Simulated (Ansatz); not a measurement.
GaNi3C:
```
GaNi3C
1.0
    3.73345     0.00000     0.00000
    0.00000     3.73345     0.00000
    0.00000     0.00000     3.73345
Ga C Ni
1 1 3
Direct
  0.00000   0.00000   0.00000
  0.50000   0.50000   0.50000
  0.00000   0.50000   0.50000
  0.50000   0.50000   0.00000
  0.50000   0.00000   0.50000
```

Relaxed with PBEsol. Special points in fractions of this cell's reciprocal vectors: Γ (0.000, 0.000, 0.000); X (0.000, 0.500, 0.000); M (0.500, 0.500, 0.000); R (0.500, 0.500, 0.500).

### Question
List the band energies nearest the Fermi level at these points for PBEsol (plane waves, PAW; program Ansatz).

### Answer
In eV from the Fermi level; about four levels below and three above (degenerate sets whole), none deeper than 8.9 eV; points with the same levels are listed once.

| k | below | above |
|---|---|---|
| Γ | -0.95 -0.95 -0.95 -0.70 | 1.83 2.98 2.98 2.98 |
| X | -1.30 -0.95 -0.01 -0.01 | 1.80 2.81 3.75 3.75 |
| M | -1.35 -1.06 -0.43 -0.43 | 1.19 4.70 4.70 |
| R | -1.37 -1.37 -0.91 -0.91 -0.91 | 0.84 1.18 1.18 1.18 |

Space group Pm-3m (anti-perovskite). The cell is a constructed one: a structure type filled with these elements; the Crystallography Open Database copy checked does not list it. Whether it is the stable phase at ambient conditions was not checked. The cell was relaxed with PBEsol under the symmetry of its start; whether a distortion lowers the energy is not shown. The workflow began spin-polarised and lost its moments. Spin–orbit coupling is left out wherever it is not named.

Potentials: the earlier of the program's two PAW sets. The files were generated under PBE; for other functionals the program regenerates the frozen cores, and for LDA and PBEsol the local potential too.
